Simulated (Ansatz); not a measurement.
TaNO:
```cif
data_N4O4Ta4
_chemical_formula_sum 'Ta4 O4 N4'
_space_group_name_H-M_alt 'P 1'
_space_group_IT_number 1
_cell_length_a 5.15469
_cell_length_b 4.90199
_cell_length_c 5.03002
_cell_angle_alpha 90.000
_cell_angle_beta 90.000
_cell_angle_gamma 90.000
loop_
_space_group_symop_operation_xyz
  'x, y, z'
loop_
_atom_site_label
_atom_site_type_symbol
_atom_site_fract_x
_atom_site_fract_y
_atom_site_fract_z
_atom_site_occupancy
Ta1 Ta 0.02838 0.28437 0.23943 1
Ta2 Ta 0.97162 0.71563 0.73943 1
Ta3 Ta 0.52838 0.71563 0.23943 1
Ta4 Ta 0.47162 0.28437 0.73943 1
O1 O 0.37150 0.06570 0.12238 1
O2 O 0.62850 0.93430 0.62238 1
O3 O 0.87150 0.93430 0.12238 1
O4 O 0.12850 0.06570 0.62238 1
N1 N 0.23268 0.54017 0.99419 1
N2 N 0.76732 0.45983 0.49419 1
N3 N 0.73268 0.45983 0.99419 1
N4 N 0.26732 0.54017 0.49419 1
```

Relaxed with PBE.

### Question
Which orbitals make up the states near the band edges in the program Ansatz at the PBE level (PAW)?

### Answer
Top 1 eV of the valence band: N 2p 57 %, O 2p 29 %, Ta 5d 11 %. Bottom 1 eV of the conduction band: Ta 5d 83 %, N 2p 7 %, O 2p 5 %. Projections are on Löwdin-orthogonalised atomic valence shells; empty p or d shells of many metals are not among them.

### Question
Tabulate the density of states.

### Answer
States/eV per cell of 12 atoms, in 0.25 eV bins, energy from the valence-band maximum.

```
E (eV)  total  Ta 5d  O 2p  N 2p
------  -----  -----  ----  ----
-7.85    0.00   0.00  0.00  0.00
-7.60    0.00   0.00  0.00  0.00
-7.35    0.00   0.00  0.00  0.00
-7.10    0.00   0.00  0.00  0.00
-6.85    0.00   0.00  0.00  0.00
-6.60    0.51   0.15  0.15  0.17
-6.35    3.71   1.03  1.04  1.25
-6.10    5.00   1.40  1.51  1.61
-5.85    5.49   1.60  1.86  1.59
-5.60   10.10   3.16  3.93  2.50
-5.35   11.95   3.73  5.01  2.73
-5.10    7.19   2.15  2.80  1.91
-4.85    9.93   2.73  4.04  2.65
-4.60    8.77   2.23  4.11  1.94
-4.35    5.36   1.19  2.30  1.51
-4.10    5.67   1.20  2.36  1.74
-3.85    5.92   1.27  2.46  1.81
-3.60    7.73   1.66  2.89  2.72
-3.35    6.48   1.41  2.75  1.97
-3.10    7.68   1.63  3.31  2.37
-2.85    8.20   1.53  3.62  2.67
-2.60    9.16   1.67  4.16  2.95
-2.35    8.74   1.56  3.92  2.94
-2.10    8.75   1.46  3.81  3.14
-1.85    7.56   1.18  3.33  2.75
-1.60    7.88   1.13  3.76  2.70
-1.35    8.00   0.93  4.12  2.68
-1.10    8.10   0.82  3.82  3.17
-0.85    7.89   0.74  3.09  3.75
-0.60    7.31   0.71  2.13  4.19
-0.35    7.30   1.00  1.38  4.68
-0.10    1.62   0.24  0.27  1.07
0.15     0.00   0.00  0.00  0.00
0.40     0.00   0.00  0.00  0.00
0.65     0.00   0.00  0.00  0.00
0.90     0.00   0.00  0.00  0.00
1.15     0.00   0.00  0.00  0.00
1.40     0.00   0.00  0.00  0.00
1.65     0.00   0.00  0.00  0.00
1.90     0.13   0.11  0.00  0.01
2.15     0.56   0.48  0.02  0.04
2.40     2.73   2.32  0.12  0.17
2.65     6.96   5.75  0.40  0.48
2.90     8.39   6.86  0.59  0.52
3.15     7.75   6.29  0.59  0.50
3.40     7.40   5.90  0.58  0.54
3.65     6.20   4.80  0.48  0.52
3.90     7.50   5.57  0.71  0.68
4.15     7.46   5.34  0.73  0.81
4.40     5.21   3.58  0.47  0.71
4.65     3.41   2.15  0.32  0.56
4.90     0.30   0.16  0.03  0.06
5.15     4.72   3.20  0.27  0.29
5.40    10.46   6.95  0.76  0.78
5.65     9.60   6.19  0.74  1.00
5.90     5.41   3.38  0.43  0.68
6.15     2.89   1.79  0.21  0.44
6.40     2.62   1.61  0.23  0.40
6.65     6.83   4.02  0.53  1.33
```

Space group Pca2_1. The start of the workflow was typed in or built on a structure type; neither database checked (COD, Materials Project) lists it. COD files the formula under space group No. 12, 14, 191. Whether it is the stable phase at ambient conditions was not checked. The cell was relaxed with PBE under the symmetry of its start; whether a distortion lowers the energy is not shown. No spin polarisation was allowed. Scalar-relativistic: spin–orbit coupling is off unless named, which matters more the heavier the elements.

Potentials: the earlier of the program's two PAW sets.
